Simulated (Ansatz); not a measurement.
Relaxed Sc (hcp, Mg type):

```xyz
4
Lattice="3.3194 0.0000 0.0000 -1.6597 2.8747 0.0000 0.0000 0.0000 10.3327" Properties=species:S:1:pos:R:3 pbc="T T T"
Sc     0.0000     1.9165     3.8748
Sc     0.0000     1.9165     9.0412
Sc     1.6597     0.9582     1.2916
Sc     1.6597     0.9582     6.4580
```

The atoms are displaced by Q × the pattern below (from a DFPT mode at A = (0.0, 0.0, 0.5), largest move 1; Q in Å), at fixed cell. It is one choice among 2 degenerate patterns. (q is in reciprocal vectors of the primitive cell; the cell shown is doubled to hold the pattern.)

| atom | x | y | z |
|---|---|---|---|
| Sc3 | 0.000 | 0.000 | -1.000 |
| Sc4 | 0.000 | 0.000 | 1.000 |

Atoms not listed stay in place.

The numbers are results of PBE (plane waves to 420 eV, PAW, scalar-relativistic; Ansatz, an electronic-structure program), not measurements. k mesh 16×16×5 (Γ-centred), Fermi-Dirac smearing 0.05 eV. The energy includes the smearing's −TS. With partly filled bands, energies and forces of such displacements shift with the k mesh and the smearing. Sc is run without spin polarisation. Sc was relaxed with its symmetry unable to fall. ΔE is measured from the undisplaced structure. The last digit holds for this mesh only.

```csv
Q (Å),ΔE (meV/cell)
-0.2800,333.2
-0.2333,withheld
-0.1867,148.6
-0.1400,83.7
-0.0933,37.3
-0.0467,9.3
0.0000,0.0
0.0467,9.3
0.0933,37.3
0.1400,83.7
0.1867,148.6
0.2333,withheld
0.2800,333.2
```

### Question
Fit an even polynomial form (powers 2, 4) to the given rows and predict ΔE at Q = 0.2333.

### Answer
Least squares on the 11 given rows: ΔE = (4276)·Q² + (-336.2)·Q⁴, in meV/cell with Q in Å; root-mean-square residual 0.05 meV/cell. At 0.2333 the fit gives 231.7 meV/cell; the calculation gives 231.8 meV/cell, so the interpolation is off by -0.1 (-0.0 %). The quadratic term alone would give 232.7 meV/cell.

(A displaced cell: forces are minus the slopes of the energy, force constants its curvatures, and phonons follow from these.)
